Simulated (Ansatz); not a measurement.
WSe₂ (2H-MoS2 type, space group P6_3/mmc)

```
WSe2
1.0
    3.23045     0.00000     0.00000
   -1.61522     2.79765     0.00000
    0.00000     0.00000    12.41060
W Se
2 4
Direct
  0.33333   0.66667   0.25000
  0.66667   0.33333   0.75000
  0.33333   0.66667   0.61454
  0.66667   0.33333   0.11454
  0.66667   0.33333   0.38546
  0.33333   0.66667   0.88546
```

Two coordinates are scanned: the volume, and the ratio of the stretch along z (the conventional c axis) to the stretch across it. Atoms keep their fractional coordinates.

Calculation: PBEsol-D3(BJ) (plane waves to 420 eV, PAW, scalar-relativistic; Ansatz, a quantum-chemistry and plane-wave program). k mesh 12×12×3 (Γ-centred), Fermi-Dirac smearing 0.05 eV. Compression counts positive. As the atoms are clamped, bonds stretch with the cell, which overstates energies and stresses. Spin-orbit coupling is left out, though W is heavy. The PAW data are Ansatz's earlier set. WSe2 is run without spin polarisation. WSe2 was relaxed with its symmetry unable to fall.

Changes of σzz − σxx (GPa) from the point V/V₀ = 1.000, (c/a)/(c/a)₀ = 1.000 when one coordinate moves alone (two changes are said to add if the coupling is within 5 % of the smaller one, nearly so within 20 %):

| point | change |
|---|---|
| V/V₀ = 1.000, (c/a)/(c/a)₀ = 0.920 | 15.01 |
| V/V₀ = 1.000, (c/a)/(c/a)₀ = 0.960 | 7.41 |
| V/V₀ = 0.920, (c/a)/(c/a)₀ = 1.000 | 3.28 |
| V/V₀ = 0.960, (c/a)/(c/a)₀ = 1.000 | 1.48 |
| V/V₀ = 1.040, (c/a)/(c/a)₀ = 1.000 | -1.21 |
| V/V₀ = 1.080, (c/a)/(c/a)₀ = 1.000 | -2.20 |
| V/V₀ = 1.000, (c/a)/(c/a)₀ = 1.040 | -7.28 |
| V/V₀ = 1.000, (c/a)/(c/a)₀ = 1.080 | -14.47 |

### Question
What is the change at V/V₀ = 0.920, (c/a)/(c/a)₀ = 1.080, where both move, and how far is it from the sum?

### Answer
The sum of the single changes is 3.28 + (-14.47) = -11.19; the calculation gives -13.63, so the coupling contributes -2.44 (over 20 % of the smaller single change, not additive).

### Question
Do the two effects add at V/V₀ = 1.040, (c/a)/(c/a)₀ = 0.960? Give the computed change.

### Answer
The sum of the single changes is -1.21 + (7.41) = 6.20; the calculation gives 5.71, so the coupling contributes -0.49 (over 20 % of the smaller single change, not additive).

### Question
Do the two effects add at V/V₀ = 1.080, (c/a)/(c/a)₀ = 0.960? Give the computed change.

### Answer
The sum of the single changes is -2.20 + (7.41) = 5.21; the calculation gives 4.28, so the coupling contributes -0.93 (over 20 % of the smaller single change, not additive).

(A scan under strain: stresses follow from slopes of the energy per volume, elastic moduli from its curvatures.)
